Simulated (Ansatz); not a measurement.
Values for one crystal, relaxed and computed with plane-wave PAW LDA (Ansatz code); other levels are named.

- Volume per atom = 17.74 Å³
- Band gap = 4.02 eV (indirect)
- Electron effective mass = 0.48, 0.53, 0.58 mₑ (principal values)
- Conduction-band minimum = at Γ
- Zone-centre stability = unstable, softest mode 36i cm⁻¹
- Highest zone-centre frequency (without LO–TO term) = 187.4 meV
- Bulk modulus (Birch–Murnaghan fit) = 280 kbar

Question: Which compound is it?
(A) Cs2KZrOF5, I4mm (Pearson symbol tI20)
(B) CaGe2O5, C2/c (Pearson symbol mS32)
(C) ZrO2, fluorite
(D) Cs3HSe2O8, C2/m (Pearson symbol mS28)

Answer: D, Cs3HSe2O8, C2/m (Pearson symbol mS28)

The first step of the workflow began from a Materials Project structure, measured or hypothetical; the Crystallography Open Database files this formula in space group No. 12, but the cells were not matched. Whether it is the stable phase at ambient conditions was not checked. Symmetry was held in the LDA relaxation; of distortions, only those at the zone centre were tested, and some modes there are weakly imaginary. Spin–orbit coupling is left out wherever it is not named.

Potentials: the later of the program's two PAW sets.
